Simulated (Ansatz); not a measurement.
ZrRh₃ (Cu3Au type, Pm-3m) under volume change, LDA (plane waves, PAW; program Ansatz), scaled uniformly.

| V (Å³/atom) | E − E(relaxed) (meV/atom) | P (GPa) |
|---|---|---|
| 13.249 | [?] | [?] |
| 13.686 | 46.8 | 18.20 |
| 14.122 | 11.0 | 8.33 |
| 14.559 | 0.0 | 0.00 |
| 14.996 | 9.8 | -7.02 |
| 15.433 | [?] | [?] |
| 15.870 | 79.5 | -17.90 |

Question: Complete the blanks.

Answer: 
- 13.249, E − E(relaxed) (meV/atom): 111.9
- 13.249, P (GPa): 29.91
- 15.433, E − E(relaxed) (meV/atom): 37.3
- 15.433, P (GPa): -12.93

Question: What does a third-order Birch–Murnaghan fit give for V₀, B₀ and B′?

Answer: V₀ = 14.56 Å³/atom, B₀ = 254 GPa, B′ = 4.7.

The first step of the workflow began from a Materials Project structure, measured or hypothetical; the Crystallography Open Database files this formula in space group No. 221, but the cells were not matched. Its standing as an ambient phase is unchecked. Symmetry was held in the LDA relaxation; of distortions, only those at the zone centre were tested. No spin polarisation was allowed.

Potentials: the later of the program's two PAW sets.
